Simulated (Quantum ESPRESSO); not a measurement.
**How shieldings converge in MgS**

```xyz
2
Lattice="0.0000 2.6044 2.6044 2.6044 0.0000 2.6044 2.6044 2.6044 0.0000" Properties=species:S:1:pos:R:3 pbc="T T T"
Mg     0.0000     0.0000     0.0000
S      2.6044     2.6044     2.6044
```
Geometry: a computed entry of the Materials Project; it was not checked against measured cells. It is MgS in Fm-3m; whether this form has been observed was not checked. Stability against distortions was not tested.

Method: PBE GIPAW (a modified build of Quantum ESPRESSO, JTH PAW datasets); kept fixed: 20 Ha, k-mesh 6×6×6 shifted. Costs are rough, from a shared machine. These are absolute shieldings with no macroscopic susceptibility term; δ = σ_ref − σ needs a reference computed alike. The datasets of Mg, S hold no d projectors, which limits absolute σ on these atoms. The structure is static (0 K, no zero-point motion).

```json
[
 {"conv_threshold of gipaw.x": "1e-06", "σ_iso Mg (ppm)": "559.2", "σ_iso S (ppm)": "593.9", "f-sum rule missed by (%)": "0.01", "rough cost ratio": "about 1"},
 {"conv_threshold of gipaw.x": "1e-08", "σ_iso Mg (ppm)": "560.8", "σ_iso S (ppm)": "586.5", "f-sum rule missed by (%)": "0.02", "rough cost ratio": "about 1"},
 {"conv_threshold of gipaw.x": "1e-10", "σ_iso Mg (ppm)": "561.0", "σ_iso S (ppm)": "586.7", "f-sum rule missed by (%)": "0.02", "rough cost ratio": "about 1"},
 {"conv_threshold of gipaw.x": "1e-12", "σ_iso Mg (ppm)": "561.0", "σ_iso S (ppm)": "586.8", "f-sum rule missed by (%)": "0.02", "rough cost ratio": "about 1"},
 {"conv_threshold of gipaw.x": "1e-14", "σ_iso Mg (ppm)": "561.0", "σ_iso S (ppm)": "586.8", "f-sum rule missed by (%)": "0.02", "rough cost ratio": "about 1"}
]
```

Largest spread: σ_iso S (ppm) moves over 7.5 across the rows.
